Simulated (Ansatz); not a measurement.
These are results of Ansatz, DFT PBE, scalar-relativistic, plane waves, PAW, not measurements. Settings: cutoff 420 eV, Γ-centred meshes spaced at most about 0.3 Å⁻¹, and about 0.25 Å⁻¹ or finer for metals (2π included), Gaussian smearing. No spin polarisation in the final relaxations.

All energies are static (0 K, no zero-point motion). All come from trial cells, and lower structures may exist.

Problem. Order these relaxed structures of ZrB₂W₃ by energy, lowest first, with the energy over the lowest of them.
1.

```
Zr B W
1.0
     5.40884    0.00000    0.00000
    -2.70442    4.68419    0.00000
     0.00000    0.00000    3.38081
Zr B W
1 2 3
Direct
  0.00000 0.00000 0.50000
  0.33333 0.66667 0.50000
  0.66667 0.33333 0.50000
  0.00000 0.50000 0.00000
  0.50000 0.00000 0.00000
  0.50000 0.50000 0.00000
```

2.

```
Zr B W
1.0
     3.02684   -4.62536    0.00000
     3.02684    4.62536    0.00000
     0.00000    0.00000    3.07111
Zr B W
1 2 3
Direct
  0.50000 0.50000 0.00000
  0.23826 0.76174 0.00000
  0.76174 0.23826 0.00000
  0.00000 0.00000 0.00000
  0.50000 0.00000 0.50000
  0.00000 0.50000 0.50000
```

3.

```
Zr B W
1.0
     4.10088    0.00000    0.00000
    -2.05044    3.55147    0.00000
     0.00000    0.00000    5.95402
Zr B W
1 2 3
Direct
  0.00000 0.00000 0.00000
  0.66667 0.33333 0.73168
  0.33333 0.66667 0.26832
  0.66667 0.33333 0.32925
  0.33333 0.66667 0.67075
  0.00000 0.00000 0.50000
```

Solution. 1 (0 meV/atom), 2 (73 meV/atom), 3 (393 meV/atom). Forms: 1 P6/mmm; 2 Cmmm; 3 P-3m1. Counting B atoms around W and Zr (those within 1.25 times the shortest such distance or 1.15 times the sum of covalent radii; the shortest distance is added where it is long for a bond; a slash parts the counts of unlike sites): cell 1 has Zr 6 from 3.1 Å, W 4; cell 2 has Zr 2, W 2/4; cell 3 has Zr 6, W 4/6.

Spin–orbit coupling, which can matter for W, is left out. Cells relaxed within their symmetry can be saddle points. Some structure types and database cells were kept out of the candidates from the start, so a known form may be missing.
